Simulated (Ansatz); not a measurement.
Input for Ansatz (plane-wave DFT, PAW):

```yaml
crystal:
  lattice:
    - [5.582554558, 0.0, 0.0]
    - [0.0, 5.582554558, 0.0]
    - [0.0, 0.0, 5.582554558]
  atoms:
    - { symbol: Fe, position: [0.5, 0.5, 0.5], spin: 2.33 }
    - { symbol: Fe, position: [0.5, 0.0, 0.5], spin: 2.36 }
    - { symbol: Fe, position: [0.5, 0.5, 0.0], spin: 2.36 }
    - { symbol: Fe, position: [0.0, 0.5, 0.5], spin: 2.36 }
    - { symbol: Fe, position: [0.5, 0.0, 0.0], spin: 2.35 }
    - { symbol: Fe, position: [0.0, 0.0, 0.5], spin: 2.35 }
    - { symbol: Fe, position: [0.0, 0.5, 0.0], spin: 2.35 }
    - { symbol: Fe, position: [0.2499609334, 0.2499609334, 0.2499609334], spin: 2.46 }
    - { symbol: Fe, position: [0.2499609334, 0.7500390666, 0.2499609334], spin: 2.46 }
    - { symbol: Fe, position: [0.2499609334, 0.2499609334, 0.7500390666], spin: 2.46 }
    - { symbol: Fe, position: [0.7500390666, 0.2499609334, 0.2499609334], spin: 2.46 }
    - { symbol: Fe, position: [0.7500390666, 0.7500390666, 0.2499609334], spin: 2.46 }
    - { symbol: Fe, position: [0.2499609334, 0.7500390666, 0.7500390666], spin: 2.46 }
    - { symbol: Fe, position: [0.7500390666, 0.2499609334, 0.7500390666], spin: 2.46 }
    - { symbol: Fe, position: [0.7500390666, 0.7500390666, 0.7500390666], spin: 2.46 }
    - { symbol: Co, position: [0.0, 0.0, 0.0], spin: 1.91 }
basis:
  ecutwfc: 420
kpoints:
  mp_grid: { grid: [6, 6, 6] }
hamiltonian:
  xc: pbesol
scf:
  occupations: { method: gaussian, width: 0.1 }
output:
  forces: true
  stress: true
  eigenvalues: true
  populations: true
  write_density: true
  write_potential: true
  elf: true
  volumetric_format: npy
magnetization:
  spin_polarized: true
relax:
  adjacent_minimum: "off"
  f_tol: 0.005
  max_steps: 80
  cell: { stress_tol: 0.05 }
```

Command:
```bash
ansatz run input.yaml --threads 4 --pin off --max-ram 10240MiB --backend cpu --events-out ev --progress --plain --runs-dir out
```

The calculation used DFT PBEsol, scalar-relativistic, plane waves, PAW (Ansatz 0.2.0).

From the run's log, abridged (final results; tables in files aren't shown):

```
SCF 4 converged in 6 iterations: F = -71825.775179 eV  dr2 = 1.14e-10
SCF converged after 6 iterations
Magnetization: 34.2123 μB (145.6062 up, 111.3938 down)
Absolute magnetization: 35.7008 μB (∫|ρ↑−ρ↓|, with the PAW one-centre terms)
Spin contamination: 0.4806 ħ² per cell (⟨S²⟩ above its minimum at these occupations)
Per-site moments (μB) at R_I (Å): [(2.13990244, 0.99696549), (2.15000903, 0.99693160), (2.15000903, 0.99693160), (2.15000903, 0.99693160), (2.14421874, 0.99689771), (2.14421874, 0.99689771), (2.14421874, 0.99689771), (2.24225937, 0.99686382), (2.24225937, 0.99686382), (2.24225937, 0.99686382), (2.24225937, 0.99686382), (2.24225937, 0.99686382), (2.24225937, 0.99686382), (2.24225937, 0.99686382), (2.24225937, 0.99686382), (1.74021336, 0.99686382)]
Free energy (F): -71825.775179 eV
Harris-Foulkes:  -71825.775179 eV  (|F-HF|=1.02e-10)
Internal energy: -71825.695900 eV  (E = F + TS)
E sigma→0 (E₀):  -71825.735539 eV
Entropy (-TS):   -0.079279 eV (-4.955 meV/atom)
Fermi energy:    19.434863 eV
--- Per-component energies (eV) ---
  E_band       = -3208.493598
  E_kinetic    = 5734.147683
  E_local      = -32980.375156  (includes V_loc(G=0)·N_el)
  E_nonlocal   = 3744.251743
  E_hartree    = 13860.774710
  E_xc         = -1922.724388
  E_vxc        = -2486.899130  (∫ρ·V_xc dr)
  E_paw        = -21502.435301  (= ΣΔE_a)
  E_vpaw       = -4941.179199  (= ΣTr[D̂ρ^β])
  E_aug_tail   = 0.012197  (compensation charges beyond the density's cutoff)
  E_ewald      = -38762.223831
  E_core_change = 2.876444  (= ΣΔE_core)
  E_smearing   = -0.079279  (= −TS)
--- Forces (eV/Å), atoms counted from 1 ---
  atom   1  Fe     0.00000000     0.00000000     0.00000000
  atom   2  Fe     0.00000000     0.00000000     0.00000000
  atom   3  Fe     0.00000000     0.00000000     0.00000000
  atom   4  Fe     0.00000000     0.00000000     0.00000000
  atom   5  Fe     0.00000000     0.00000000     0.00000000
  atom   6  Fe     0.00000000     0.00000000     0.00000000
  atom   7  Fe     0.00000000     0.00000000     0.00000000
  atom   8  Fe     0.00017794     0.00017794     0.00017794
  atom   9  Fe     0.00017794    -0.00017794     0.00017794
  atom  10  Fe     0.00017794     0.00017794    -0.00017794
  atom  11  Fe    -0.00017794     0.00017794     0.00017794
  atom  12  Fe    -0.00017794    -0.00017794     0.00017794
  atom  13  Fe     0.00017794    -0.00017794    -0.00017794
  atom  14  Fe    -0.00017794     0.00017794    -0.00017794
  atom  15  Fe    -0.00017794    -0.00017794    -0.00017794
  atom  16  Co     0.00000000     0.00000000     0.00000000
--- Stress (GPa, compression-positive) ---
       -0.001187       0.000000       0.000000
        0.000000      -0.001187       0.000000
        0.000000       0.000000      -0.001187
  P = ⅓ Tr σ = -0.0012 GPa (-0.012 kbar)
--- Band table (eV; the first three rows and the last of 40) ---
  k-point 0 ↑: bands = ["-76.6089", "-68.4776", "-68.4318", "-68.4318", "-68.4318", "-68.4250", "-68.4250", "-68.4250", "-68.4185", "-68.3214", "-68.3214", "-68.3088", "-68.3063", "-68.3063", "-68.2931", "-68.2739", "-40.0001", "-40.0001", "-40.0001", "-34.8322", "-34.8322", "-34.8322", "-34.8118", "-34.8118", "-34.8118", "-34.6923", "-34.6923", "-34.6923", "-34.6845", "-34.6478", "-34.6478", "-34.6478", "-34.6437", "-34.6437", "-34.5927", "-34.5799", "-34.5799", "-34.5799", "-34.5586", "-34.5586", "-34.5586", "-34.5518", "-34.5518", "-34.5360", "-34.5360", "-34.5360", "-34.5108", "-34.5108", "-34.5108", "-34.4571", "-34.4571", "-34.4571", "-34.4479", "-34.4479", "-34.4479", "-34.3736", "-34 ...
  k-point 1 ↑: bands = ["-76.6089", "-68.4751", "-68.4356", "-68.4314", "-68.4314", "-68.4254", "-68.4254", "-68.4245", "-68.4189", "-68.3212", "-68.3195", "-68.3089", "-68.3065", "-68.3055", "-68.2932", "-68.2750", "-40.0001", "-40.0001", "-40.0001", "-34.8226", "-34.8226", "-34.8225", "-34.8054", "-34.8043", "-34.8043", "-34.6999", "-34.6898", "-34.6898", "-34.6825", "-34.6647", "-34.6647", "-34.6629", "-34.6576", "-34.6431", "-34.6162", "-34.6162", "-34.5949", "-34.5862", "-34.5862", "-34.5790", "-34.5581", "-34.5553", "-34.5523", "-34.5221", "-34.4982", "-34.4944", "-34.4944", "-34.4859", "-34.4859", "-34.4506", "-34.4506", "-34.4491", "-34.4441", "-34.4441", "-34.4423", "-34.3766", "-34 ...
  k-point 2 ↑: bands = ["-76.6089", "-68.4680", "-68.4451", "-68.4301", "-68.4301", "-68.4267", "-68.4267", "-68.4234", "-68.4201", "-68.3208", "-68.3162", "-68.3092", "-68.3069", "-68.3030", "-68.2936", "-68.2777", "-40.0001", "-40.0001", "-40.0000", "-34.7963", "-34.7963", "-34.7950", "-34.7881", "-34.7827", "-34.7827", "-34.7171", "-34.7092", "-34.7092", "-34.7060", "-34.6890", "-34.6853", "-34.6853", "-34.6712", "-34.6578", "-34.6578", "-34.6307", "-34.6149", "-34.6149", "-34.6021", "-34.5762", "-34.5633", "-34.5569", "-34.5535", "-34.5005", "-34.4668", "-34.4593", "-34.4593", "-34.4503", "-34.4503", "-34.4496", "-34.4369", "-34.4369", "-34.4211", "-34.4211", "-34.4113", "-34.3857", "-34 ...
  k-point 19 ↓: bands = ["-74.4730", "-65.8228", "-65.8228", "-65.8228", "-65.8220", "-65.8220", "-65.8220", "-65.8142", "-65.7930", "-65.7585", "-65.7585", "-65.7585", "-65.7576", "-65.7576", "-65.7576", "-65.7445", "-37.9201", "-37.9201", "-37.9201", "-32.2050", "-32.2050", "-32.2050", "-32.2045", "-32.2045", "-32.2045", "-32.2014", "-32.2014", "-32.1997", "-32.1997", "-32.1920", "-32.1920", "-32.1920", "-32.1795", "-32.1795", "-32.1795", "-32.1604", "-32.1604", "-32.1604", "-32.1561", "-32.1543", "-32.0310", "-32.0310", "-32.0310", "-31.9163", "-31.9163", "-31.9163", "-31.9086", "-31.9069", "-31.9031", "-31.9031", "-31.9031", "-31.8791", "-31.8791", "-31.8791", "-31.8787", "-31.8787", "-3 ...
--- Relaxed structure (3 steps of the walk, 3 accepted, 1 SCFs on fresh bases) ---
  F+E_penalty+E_count = -71825.77517894 eV   max|allowed force component| = 1.779e-4 eV/Å   (the final SCF, on the basis selected at the relaxed cell)
  cell:  # Å, volume = 173.8602 Å³
    - [5.58127463, 0.0, 0.0]
    - [0.0, 5.58127463, 0.0]
    - [0.0, 0.0, 5.58127463]
  atoms:
    - { symbol: Fe, position: [0.5, 0.5, 0.5] }
    - { symbol: Fe, position: [0.5, 0.0, 0.5] }
    - { symbol: Fe, position: [0.5, 0.5, 0.0] }
    - { symbol: Fe, position: [0.0, 0.5, 0.5] }
    - { symbol: Fe, position: [0.5, 0.0, 0.0] }
    - { symbol: Fe, position: [0.0, 0.0, 0.5] }
    - { symbol: Fe, position: [0.0, 0.5, 0.0] }
    - { symbol: Fe, position: [0.24998725, 0.24998725, 0.24998725] }
    - { symbol: Fe, position: [0.24998725, 0.75001274, 0.24998725] }
    - { symbol: Fe, position: [0.24998725, 0.24998725, 0.75001274] }
    - { symbol: Fe, position: [0.75001274, 0.24998725, 0.24998725] }
    - { symbol: Fe, position: [0.75001274, 0.75001274, 0.24998725] }
    - { symbol: Fe, position: [0.24998725, 0.75001274, 0.75001274] }
    - { symbol: Fe, position: [0.75001274, 0.24998725, 0.75001274] }
    - { symbol: Fe, position: [0.75001274, 0.75001274, 0.75001274] }
    - { symbol: Co, position: [0.0, 0.0, 0.0] }
--- Löwdin populations: 16 sites ---
  site symbol q [e]    m [muB]
     0     Fe     15.7851     2.1691
     1     Fe     15.7910     2.1867
     2     Fe     15.7910     2.1867
     3     Fe     15.7910     2.1867
     4     Fe     15.8003     2.1771
     5     Fe     15.8003     2.1771
     6     Fe     15.8003     2.1771
     7     Fe     15.7773     2.2783
     8     Fe     15.7773     2.2783
     9     Fe     15.7773     2.2783
    10     Fe     15.7773     2.2783
    11     Fe     15.7773     2.2783
    12     Fe     15.7773     2.2783
    13     Fe     15.7773     2.2783
    14     Fe     15.7773     2.2783
    15     Co     16.6995     1.7091
  spilling = 0.013709 (of n_electrons = 257.000000)
```

The relaxation met its thresholds.

The run took 5.2 min on 4 threads of Intel(R) Xeon(R) Processor @ 2.50GHz (Skylake/Cascade Lake) (shared host), peak memory 1.7 GiB.

Only parallel moments were tried here.